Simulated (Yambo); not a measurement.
Yambo run on Rb$_{2}$LiYF$_{6}$ (space group Fm-3m, No. 225). The wavefunctions are PBEsol (Quantum ESPRESSO, PseudoDojo norm-conserving, 84 Ry, without SOC) ones on a 2×2×2 mesh (37 occupied bands); a = 6.1612 Å, b = 6.1612 Å, c = 6.1612 Å, α = 60.00°, β = 60.00°, γ = 60.00°.

Yambo input:

```
rim_cut
gw0
dyson
el_el_corr
HF_and_locXC
ppa
em1d
RandQpts= 1000000
RandGvec= 1 Ry
EXXRLvcs= 84 Ry
VXCRLvcs= 336 Ry
Chimod= "HARTREE"
% BndsRnXp
 2 | 202 |
%
NGsBlkXp= 8 Ry
% LongDrXp
 1.0 | 1.0 | 1.0 |
%
PPAPntXp= 27.2114 eV
% GbndRnge
 1 | 202 |
%
GTermKind= "BG"
DysSolver= "n"
ExtendOut
% QPkrange
 1 | 1 | 37 | 38 |
%
```

k points by index: 1 = Γ.

Resulting energies as the program prints them:

```
#    K-point    Band    Eo [eV]    E [eV]    E-Eo [eV]    Vxc [eV]    Vnlxc [eV]    Sc|Eo [eV]    Sc|E [eV]    dSc/dw|Eo [eV]    Re(Z)    Im(Z)
#
    1    37    0.000000    -2.285984    -2.285984    -22.21621    -29.97338    4.917502    5.471189    -6.590443    0.805025    -0.001169
    1    38    6.738976    8.024485    1.285509    -9.021566    -4.576798    -3.004164    -3.159259    -3.282858    0.892345    -0.638237E-3
```
(The two width columns are left out.) Convergence of these settings isn't established.

Geometry of the Materials Project entry, not relaxed at this level.

The structure is a Materials Project entry; no match was found in the copy of COD used, and its stability was not checked.
